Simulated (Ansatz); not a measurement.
Relaxed-ion elastic tensor of LiAu3 (Cu3Au type, Pm-3m) in GPa (Voigt order), PBEsol in the plane-wave PAW code Ansatz; density 15.68 g/cm³, 15.83 Å³ per atom.

```tsv
	1	2	3	4	5	6
1	157	115	115	0.0	0.0	0.0
2	115	157	115	0.0	0.0	0.0
3	115	115	157	0.0	0.0	0.0
4	0.0	0.0	0.0	40.6	0.0	0.0
5	0.0	0.0	0.0	0.0	40.6	0.0
6	0.0	0.0	0.0	0.0	0.0	40.6
```

Problem. Is the crystal mechanically stable?

Solution. Yes: the smallest eigenvalue of C is 40.6 GPa.

Problem. Work out the Voigt, Reuss and Hill averages.

Solution. K_V = 129, K_R = 129, K_H = 129; G_V = 32.9, G_R = 29.7, G_H = 31.3 GPa.

Problem. Give Young's modulus, Poisson's ratio, Pugh's ratio and the universal anisotropy index.

Solution. E = 9KG/(3K + G) = 86.8 GPa; ν = 0.39; K/G = 4.12 (ductile by the Pugh limit of 1.75); A_U = 5G_V/G_R + K_V/K_R − 6 = 0.53.

Problem. Estimate the sound speeds and the Debye temperature.

Solution. v_l = √((K + 4G/3)/ρ) = 3300 m/s, v_t = √(G/ρ) = 1410 m/s, mean 1600 m/s; Θ = (h/k)(3n/4πV)^(1/3) v_m = 189 K.

Problem. Give the Zener ratio and Young's modulus along [100], [110] and [111].

Solution. A = 2C44/(C11 − C12) = 1.92; 1/E = S11 − 2(S11 − S12 − S44/2)Γ with Γ = 0, 1/4, 1/3 gives 60.2, 91.3, 110 GPa.

Problem. Solve the Christoffel equation for the three sound speeds along [100], [110], [111].

Solution. Eigenvalues of C_ijkl n_j n_l equal ρv². In km/s, slowest first: [100] 1.61, 1.61, 3.17; [110] 1.16, 1.61, 3.36; [111] 1.33, 1.33, 3.42.

The workflow started from an entry of the Crystallography Open Database (COD). Whether it is the stable phase at ambient conditions was not checked. Symmetry was held in the PBEsol relaxation; whether a distortion lowers the energy is not shown. As this level gives no gap, shear constants depend on the k-mesh and smearing (Fermi–Dirac, 0.1 eV here). Scalar-relativistic: spin–orbit coupling is off unless named, which matters more the heavier the elements.

Potentials: the later of the program's two PAW sets.
